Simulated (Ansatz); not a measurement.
YMnO3:
```xyz
20
Lattice="5.8198 0.0000 0.0000 0.0000 7.3731 0.0000 0.0000 0.0000 5.2680" Properties=species:S:1:pos:R:3 pbc="T T T"
Y      2.4247     1.8433     5.1735
Y      5.3346     1.8433     2.7285
Y      3.3951     5.5298     0.0945
Y      0.4852     5.5298     2.5395
Mn     0.0000     0.0000     0.0000
Mn     2.9099     3.6865     2.6340
Mn     0.0000     3.6865     0.0000
Mn     2.9099     0.0000     2.6340
O      0.2216     1.8433     0.5947
O      3.1315     1.8433     2.0393
O      5.5981     5.5298     4.6733
O      2.6882     5.5298     3.2287
O      1.8972     4.0831     1.0645
O      4.8071     6.9765     1.5695
O      3.9225     0.3966     4.2035
O      1.0126     3.2899     3.6985
O      3.9225     3.2899     4.2035
O      1.0126     0.3966     3.6985
O      1.8972     6.9765     1.0645
O      4.8071     4.0831     1.5695
```
Starting moments (μB, in the order of the atoms Y Y Y Y Mn Mn Mn Mn O O O O O O O O O O O O): 0.0 0.0 0.0 0.0 3.7 3.7 3.7 3.7 0.1 0.1 0.1 0.1 0.1 0.1 0.1 0.1 0.1 0.1 0.1 0.1.

Relaxed with r²SCAN. Special points in fractions of this cell's reciprocal vectors: Γ (0.000, 0.000, 0.000); X (0.500, 0.000, 0.000); S (0.500, 0.500, 0.000); Y (0.000, 0.500, 0.000); Z (0.000, 0.000, 0.500); U (0.500, 0.000, 0.500); R (0.500, 0.500, 0.500); T (0.000, 0.500, 0.500).

### Question
List the band energies nearest the valence-band maximum at these points for the program Ansatz at the r²SCAN level (PAW).

### Answer
In eV from the valence-band maximum; about four levels below and three above (degenerate sets whole), none deeper than 8.9 eV; points with the same levels are listed once.

```csv
k,below,above
Γ ↑,-1.36 -1.31 -0.82 -0.02,0.28 1.56 2.06
X ↑,-0.95 -0.95 -0.48 -0.48,0.56 0.56 1.83 1.83
S ↑,-0.64 -0.64 -0.64 -0.64,1.13 1.13 1.13 1.13
Y ↑,-1.30 -1.30 -0.45 -0.45,1.17 1.17 1.77 1.77
Z ↑,-0.75 -0.75 -0.38 -0.38,0.50 0.50 1.94 1.94
U ↑,-1.05 -1.05 -0.76 -0.76,0.61 0.61 2.23 2.23
R ↑,-0.91 -0.91 -0.91 -0.91,1.37 1.37 1.37 1.37
T ↑,-0.52 -0.52 -0.45 -0.45,1.09 1.09 1.17 1.17
Γ ↓,-2.82 -2.56 -2.54 -2.23,1.38 1.47 1.49
X ↓,-2.77 -2.77 -2.66 -2.66,1.73 1.73 1.98 1.98
S ↓,-2.85 -2.85 -2.85 -2.85,2.02 2.02 2.02 2.02
Y ↓,-2.70 -2.70 -2.69 -2.69,1.60 1.60 1.79 1.79
Z ↓,-2.91 -2.91 -2.80 -2.80,1.81 1.81 1.83 1.83
U ↓,-3.00 -3.00 -2.81 -2.81,1.49 1.49 1.71 1.71
R ↓,-2.80 -2.80 -2.80 -2.80,1.81 1.81 1.81 1.81
T ↓,-2.87 -2.87 -2.77 -2.77,1.78 1.78 2.02 2.02
```

Space group Pnma. A made-up cell: these elements were put on the sites of a structure type; the Crystallography Open Database copy checked does not list it. COD files the formula under space group No. 185, 194, so this cell is another polymorph or a model. Whether it is the stable phase at ambient conditions was not checked. The r²SCAN relaxation kept the symmetry of its start; whether a distortion lowers the energy is not shown. The final state is ferromagnetic, chosen from 2 collinear starts compared on coarse meshes (ties went to the first, and starts can fall back to one state), not a proven ground state. The program gave a warning on the electronic state, which may not be the lowest. No Hubbard U is applied. Spin–orbit coupling is left out wherever it is not named.

Potentials: the later of the program's two PAW sets.
